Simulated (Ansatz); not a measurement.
The start is a generated trial cell of Ti in the beta-Sn structure type. A full variable-cell relaxation at zero pressure is run with r2SCAN (plane waves to 500 eV, PAW, scalar-relativistic; Ansatz, a quantum-chemistry and plane-wave program). The first steps use a coarse 13×13×13 k-mesh.

Initial structure:
```
Ti
1.0
   -2.57058     2.57058     1.40254
    2.57058    -2.57058     1.40254
    2.57058     2.57058    -1.40254
Ti
2
Cartesian
  0.00000   2.57058   0.70127
  0.00000   0.00000   0.00000
```

### Question
How large is the pressure on the unrelaxed cell, and of which sign?

### Answer
-6.3 GPa (negative: the cell is under tension).

### Question
How does the volume change?

### Answer
-7.4 %, from 18.54 to 17.17 Å³/atom.

### Question
Write out the relaxed structure.

### Answer

Space group I4₁/amd, origin choice 1 (No. 141); a = 4.9493 Å, b = 4.9493 Å, c = 2.8030 Å, α = 90.00°, β = 90.00°, γ = 90.00°

| atom | site | symmetry | x | y | z |
|---|---|---|---|---|---|
| Ti | 4a | -4m2 | 0.0000 | 0.0000 | 0.0000 |
(The calculation used a cell of 2 atoms; values per cell refer to that cell.)

The space group stays I4₁/amd (No. 141) (the run could not lower it); the end is AFLOW prototype A_tI4_141_a (A5, as in Sn), with 2 atoms in the primitive cell. Final values are on a 19×19×19 k-mesh of the relaxed cell. No spin polarisation in the result.

The run could not lose the symmetry of its start: the end is stationary, and may be a saddle point rather than a minimum.

All atoms sit on sites fixed by symmetry, so only the cell could relax.

The relaxed structure here is a generated cell of Ti: the first start was made by placing the elements on the sites of a structure type, and the end was not matched to a known phase here, so it may be hypothetical. Known forms of Ti include space group No. 194.
